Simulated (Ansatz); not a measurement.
SrTiO₃: the volume at rest

SrTiO₃ in the perovskite structure, starting from this typed cell of 12.23 Å³ an atom.

```yaml
# lattice in Å, fractional positions
crystal:
  lattice:
    - [3.94000, 0.00000, 0.00000]
    - [0.00000, 3.94000, 0.00000]
    - [0.00000, 0.00000, 3.94000]
  atoms:
    - { symbol: Sr, position: [0.00000, 0.00000, 0.00000] }
    - { symbol: Ti, position: [0.50000, 0.50000, 0.50000] }
    - { symbol: O, position: [0.50000, 0.50000, 0.00000] }
    - { symbol: O, position: [0.50000, 0.00000, 0.50000] }
    - { symbol: O, position: [0.00000, 0.50000, 0.50000] }
```

Computed with Ansatz (plane-wave DFT, scalar-relativistic): k mesh 4×4×4; fixed occupations; no spin. Cell and atoms are relaxed to zero stress with the symmetry kept and no dispersion correction.

Caveats: coarse k mesh.

Task: What volume results under PBE, LDA, PBEsol, and how much do the potentials matter?

Result: 
```
functional                                  potentials  cutoff (eV)  volume (Å³/atom)  change (%)
       PBE  all-electron PAW datasets (no frozen core)          680             12.20        -0.2
       PBE                        Ansatz generated PAW          420             12.20        -0.2
       PBE                        Ansatz hand-made PAW          930             12.20        -0.2
       PBE                                     JTH PAW         1380             12.21        -0.2
       PBE                  PseudoDojo norm-conserving         1143             12.17        -0.5
       PBE                      Ansatz norm-conserving         1240             12.20        -0.3
       LDA                        Ansatz hand-made PAW          930             11.46        -6.3
       LDA                  PseudoDojo norm-conserving         1143             11.44        -6.5
    PBEsol                        Ansatz hand-made PAW          930             11.79        -3.6
    PBEsol                  PseudoDojo norm-conserving         1143             11.76        -3.9
```

From smallest to largest: LDA, PBEsol, PBE.
